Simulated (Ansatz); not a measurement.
Consider the following.

Al:
```xyz
2
Lattice="2.8395 0.0000 0.0000 -1.4198 2.4591 0.0000 0.0000 0.0000 4.6715" Properties=species:S:1:pos:R:3 pbc="T T T"
Al     1.4198     0.8197     3.5036
Al     0.0000     1.6394     1.1679
```

This is the PBEsol-relaxed structure. Cartesian axes are those of the cell as given.

Task: All from DFT-PBEsol in the program Ansatz with PAW potentials, unless another level is named. Give the Poisson's ratio.

Result: 0.37.

Task: Predict the elastic constants (relaxed ions, GPa).

Result: C11 = 122, C12 = 62.8, C13 = 53.6, C33 = 126, C44 = 12.3.

Space group P6_3/mmc (hcp (Mg type)). The workflow started from a Materials Project entry (that database holds measured and hypothetical structures alike); the Crystallography Open Database copy checked does not list it. It is not the phase usual at ambient conditions (space group No. 225). The cell was relaxed with PBEsol under the symmetry of its start; whether a distortion lowers the energy is not shown. As this level gives no gap, shear constants depend on the k-mesh and smearing (Fermi–Dirac, 0.1 eV here).

Potentials: the later of the program's two PAW sets.
